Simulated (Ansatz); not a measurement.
MoSe: reading a single point

```yaml
crystal:
  lattice:
    - [2.94235, 0.00000, 0.00000]
    - [0.00000, 2.94235, 0.00000]
    - [0.00000, 0.00000, 9.07225]
  atoms:
    - { symbol: Mo, position: [0.00000, 0.50000, 0.60800] }
    - { symbol: Mo, position: [0.50000, 0.00000, 0.39200] }
    - { symbol: Se, position: [0.00000, 0.50000, 0.13000] }
    - { symbol: Se, position: [0.50000, 0.00000, 0.87000] }
```

Method: PBE, no spin polarisation; PAW, plane waves to 420 eV, 9×9×3 Γ-centred mesh, methfessel-paxton occupations (width 0.052 eV) (Ansatz 0.2.0), atoms fixed.

**Question.** Is the cell too large or too small?

**Answer.** The pressure is -12.7 GPa (compression positive), so with the atoms held at these fractions the cell would first shrink; the forces are large, so a full relaxation may end otherwise. The principal stresses -17.6, -10.3, -10.3 GPa differ, so its shape would change too.

**Question.** How is the charge shared?

**Answer.** Bader charges in e: Mo +0.31, Se -0.31. In the mean Mo gives up most and Se takes most.

**Question.** What is the formation energy?

**Answer.** 0.57 eV an atom against the elements' usual phases (free molecules for gases, crystals otherwise, with no correction for O₂ or N₂), so at this geometry it isn't bound against them. Relaxing would lower it.

**Question.** Is there a gap?

**Answer.** It is a metal, with about 4.8 states/eV a cell as the mean within 0.25 eV of the Fermi level, mostly Mo d (78 %) and Se p (19 %).

Origin: a known structure type with other elements, at an estimated volume, so it need not be a known compound. Caveats: many states at the Fermi level without spin polarisation, so a magnetic state may lie lower; atoms or cell far from equilibrium.
